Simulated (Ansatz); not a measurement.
Starting cell, In₂Si₂O₇ (space group C2/m):

```
CELL_PARAMETERS angstrom
      3.28273    -4.27851     0.00000
      3.28273     4.27851     0.00000
     -1.01619     0.00000     4.57490
ATOMIC_POSITIONS crystal
  In 0.30705 0.69295 0.00000
  In 0.69295 0.30705 0.00000
  Si 0.22283 0.22283 0.41060
  Si 0.77717 0.77717 0.58940
  O  0.92086 0.60611 0.78081
  O  0.07914 0.39389 0.21919
  O  0.39389 0.07914 0.21919
  O  0.60611 0.92086 0.78081
  O  0.00000 0.00000 0.50000
  O  0.60697 0.60697 0.28170
  O  0.39303 0.39303 0.71830
```

A phonon eigenvector at Γ is frozen into this cell: atom i moves by Q times the vector below, so Q is the largest atomic displacement, in Å. The cell is held.

| atom | x | y | z |
|---|---|---|---|
| In1 | -0.081 | 0.000 | 0.035 |
| In2 | 0.081 | 0.000 | -0.035 |
| Si3 | 0.000 | 0.485 | 0.000 |
| Si4 | 0.000 | -0.485 | 0.000 |
| O5 | -0.265 | -0.087 | 0.510 |
| O6 | 0.265 | 0.087 | -0.510 |
| O7 | -0.265 | 0.087 | 0.510 |
| O8 | 0.265 | -0.087 | -0.510 |
| O10 | 0.000 | 1.000 | 0.000 |
| O11 | 0.000 | -1.000 | 0.000 |

Atoms not listed stay in place.

Calculation: LDA (plane waves to 420 eV, PAW, scalar-relativistic; Ansatz, an electronic-structure program). k mesh 5×5×6 (Γ-centred), Fermi-Dirac smearing 0.05 eV. In2Si2O7 was relaxed with its symmetry unable to fall.

At one point of the scan the forces (eV/Å) are:

```csv
atom,Fx,Fy,Fz
In1,-0.457,0.039,0.200
In2,0.457,-0.039,-0.200
Si3,0.021,0.669,0.026
Si4,-0.021,-0.669,-0.026
O5,-0.193,-0.056,0.392
O6,0.193,0.056,-0.392
O7,-0.224,0.080,0.410
O8,0.224,-0.080,-0.410
O9,0.000,0.000,0.000
O10,0.031,0.788,0.070
O11,-0.031,-0.788,-0.070
```

Question: Which point is it?
(A) Q = -0.067 Å
(B) Q = -0.083 Å
(C) Q = -0.050 Å
(D) Q = -0.033 Å

Answer: C, Q = -0.050 Å

(A displaced cell: forces are minus the slopes of the energy, force constants its curvatures, and phonons follow from these.)
